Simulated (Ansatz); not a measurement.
The relaxed structure here is a generated cell of CsSnI3: the first start was made by placing the elements on the sites of a structure type, and the end was not matched to a known phase here, so it may be hypothetical. Known forms of CsSnI3 include space group No. 62, 221.

A relaxed cell of CsSnI₃ (R-3c (No. 167)), relaxed on a k-mesh at least as fine as the one used below. Calculation: PBE (plane waves to 420 eV, PAW, scalar-relativistic; Ansatz, a first-principles code). Γ-centred k-mesh 3×3×3 on the run's cell (coarser than for final values), Fermi–Dirac smearing 0.05 eV.

```
CsSnI3
1.0
    4.45685     2.57317     7.12463
   -4.45685     2.57317     7.12463
    0.00000    -5.14633     7.12463
Cs Sn I
2 2 6
Direct
  0.25000   0.25000   0.25000
  0.75000   0.75000   0.75000
  0.00000   0.00000   0.00000
  0.50000   0.50000   0.50000
  0.69620   0.80380   0.25000
  0.25000   0.69620   0.80380
  0.80380   0.25000   0.69620
  0.30380   0.19620   0.75000
  0.75000   0.30380   0.19620
  0.19620   0.75000   0.30380
```

The atoms are displaced by (Å):

```tsv
atom	ux	uy	uz
Cs1	0.023	-0.265	-0.005
Cs2	-0.078	-0.023	0.021
Sn3	0.142	-0.100	-0.065
Sn4	-0.153	0.043	-0.101
I5	0.050	-0.062	-0.026
I6	0.030	-0.084	0.082
I7	-0.009	-0.029	-0.100
I8	0.101	-0.037	0.022
I9	0.006	0.088	0.021
I10	-0.031	-0.129	0.001
```

Q: What forces (eV/Å) and pressure result?

A: 
```json
[
 {"atom": "Cs1", "Fx": "0.01", "Fy": "0.10", "Fz": "0.00"},
 {"atom": "Cs2", "Fx": "0.05", "Fy": "-0.03", "Fz": "0.00"},
 {"atom": "Sn3", "Fx": "-0.55", "Fy": "0.38", "Fz": "0.03"},
 {"atom": "Sn4", "Fx": "0.76", "Fy": "-0.20", "Fz": "0.14"},
 {"atom": "I5", "Fx": "-0.07", "Fy": "0.04", "Fz": "0.05"},
 {"atom": "I6", "Fx": "0.19", "Fy": "0.04", "Fz": "-0.15"},
 {"atom": "I7", "Fx": "0.11", "Fy": "-0.15", "Fz": "0.11"},
 {"atom": "I8", "Fx": "-0.13", "Fy": "-0.08", "Fz": "-0.10"},
 {"atom": "I9", "Fx": "-0.14", "Fy": "-0.15", "Fz": "0.06"},
 {"atom": "I10", "Fx": "-0.23", "Fy": "0.05", "Fz": "-0.15"}
]
```

Pressure +0.2 GPa.

Q: Estimate the energy cost of the displacement in the harmonic approximation and compare with the calculation.

A: For a harmonic well ΔE = −½ Σ F·u = 0.168 eV a cell, or 17 meV/atom. The calculated energy relative to the undisplaced cell is +0.02 eV/atom, so the harmonic estimate holds well.

No spin polarisation in the result.

The run that gave the undisplaced cell could not lose the symmetry of its start: the end is stationary, and may be a saddle point rather than a minimum.
